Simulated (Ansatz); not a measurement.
PW (CsCl type, Pm-3m) at seven volumes, the program Ansatz at the PBEsol level (PAW), scaled uniformly. One row is withheld.

```csv
V (Å³/atom),P (GPa)
12.113,32.34
12.512,19.76
12.911,?
13.311,0.00
13.710,-7.69
14.109,-14.22
14.509,-19.75
```

Question: Fit the shown pressures and predict the withheld one.

Answer: Third-order Birch–Murnaghan: P = (3/2)B₀(x^(7/2) − x^(5/2))[1 + (3/4)(B′ − 4)(x − 1)] with x = (V₀/V)^(2/3). Least squares on the six rows gives V₀ = 13.311 Å³/atom, B₀ = 277.8 GPa, B′ = 4.46. At V = 12.911, x = 1.0205 and P = 9.07 GPa. The run itself gave 9.07 GPa.

A made-up cell: these elements were put on the sites of a structure type; neither database checked (COD, Materials Project) lists it. COD files the formula under space group No. 62. Its standing as an ambient phase is unchecked. Symmetry was held in the PBEsol relaxation; its stability against distortions is not shown here. No spin polarisation was allowed. Spin–orbit coupling is left out wherever it is not named.

Potentials: the earlier of the program's two PAW sets. The files were generated under PBE; for other functionals the program regenerates the frozen cores, and for LDA and PBEsol the local potential too.
